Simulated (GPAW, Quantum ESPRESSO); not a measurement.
This is a calculation of KPt for GPAW 26.7.0 (ASE script). The cell comes from a database or a generator and needn't be the stable form of this composition.

File run.py:

```python
from ase import Atoms
from ase.dft.bandgap import bandgap
from ase.io import write
from ase.units import Bohr, GPa
from gpaw import GPAW, PW
from gpaw.elf import elf_from_dft_calculation

atoms = Atoms(['Pt', 'K'],
              cell=[[3.0008472788, 0.0, 0.0],
                    [-1.5004236394, 2.5988099763, 0.0],
                    [0.0, 0.0, 5.345578]],
              scaled_positions=[[0.6666666667, 0.3333333333, 0.0],
                                [0.0, 0.0, 0.5]],
              pbc=True)

calc = GPAW(mode=PW(600),
            xc='PBE',
            kpts={'size': (10, 10, 5), 'gamma': True},
            occupations={'name': 'fermi-dirac', 'width': 0.05},
            nbands=24,
            convergence={'density': 1e-05, 'energy': 1e-05},
            maxiter=150,
            txt='gpaw.txt')
atoms.calc = calc
energy = atoms.get_potential_energy()
forces = atoms.get_forces()
stress = atoms.get_stress()
calc.write('gs.gpw')
write('result.traj', atoms)
print(f'Energy: {energy:.6f} eV')
print('Forces (eV/A):')
print(forces.round(4))
print('Stress (GPa):', (stress / GPa).round(3))
print('Fermi level:', round(calc.get_fermi_level(), 4), 'eV')
print(f'Gap: {bandgap(calc)[0]:.4f} eV, direct: {bandgap(calc, direct=True)[0]:.4f} eV')

# fields on the real-space grid
write('density.cube', atoms, data=calc.get_pseudo_density() * Bohr**3)
write('potential.cube', atoms, data=calc.get_electrostatic_potential())
write('elf.cube', atoms, data=elf_from_dft_calculation(calc).data)
```

Potentials or basis: GPAW PAW data sets (gpaw-data 1.2.1), pw.

Launch:

```bash
$ OMP_NUM_THREADS=1 python run.py
```

Question: Translate it to Quantum ESPRESSO 7.5. Potentials or basis there: SSSP 1.3 efficiency PBE, cutoff 816 eV.

Answer: As run (cutoffs and basis follow the program's own potentials, and thresholds, step limits or extra output files can differ):

The input pw.in:

```
&CONTROL
  calculation = 'scf'
  prefix = 'pwscf'
  outdir = './tmp'
  pseudo_dir = './pseudo'
  tprnfor = .true.
  tstress = .true.
  disk_io = 'low'
/
&SYSTEM
  ibrav = 0
  nat = 2
  ntyp = 2
  ecutwfc = 60
  ecutrho = 480
  nbnd = 19
  occupations = 'smearing'
  smearing = 'fd'
  degauss = 0.00367493
/
&ELECTRONS
  conv_thr = 4d-10
  electron_maxstep = 120
  mixing_beta = 0.5
/
ATOMIC_SPECIES
Pt   195.0840 pt_pbe_v1.4.uspp.F.UPF
K     39.0983 K.pbe-spn-kjpaw_psl.1.0.0.UPF
CELL_PARAMETERS angstrom
   3.0008472788    0.0000000000    0.0000000000
  -1.5004236394    2.5988099763    0.0000000000
   0.0000000000    0.0000000000    5.3455780000
ATOMIC_POSITIONS crystal
Pt     0.6666666667    0.3333333333    0.0000000000
K      0.0000000000    0.0000000000    0.5000000000
K_POINTS automatic
10 10 5 0 0 0
```

pp_density.in

```
&INPUTPP
  prefix = 'pwscf'
  outdir = './tmp'
  filplot = 'density.dat'
  plot_num = 0
/
&PLOT
  nfile = 1
  filepp(1) = 'density.dat'
  iflag = 3
  output_format = 6
  fileout = 'density.cube'
/
```

File pp_potential.in:

```
&INPUTPP
  prefix = 'pwscf'
  outdir = './tmp'
  filplot = 'potential.dat'
  plot_num = 11
/
&PLOT
  nfile = 1
  filepp(1) = 'potential.dat'
  iflag = 3
  output_format = 6
  fileout = 'potential.cube'
/
```

Potentials or basis: SSSP 1.3 efficiency PBE.

Command:

```sh
$ OMP_NUM_THREADS=1 pw.x -in pw.in > pw.out
$ OMP_NUM_THREADS=1 pp.x -in pp_density.in > pp_density.out
$ OMP_NUM_THREADS=1 pp.x -in pp_potential.in > pp_potential.out
```

Both were run:

|  | GPAW | Quantum ESPRESSO |
| --- | --- | --- |
| Pressure | 0.5 GPa | 0.1 GPa |

Pressure is positive in compression.
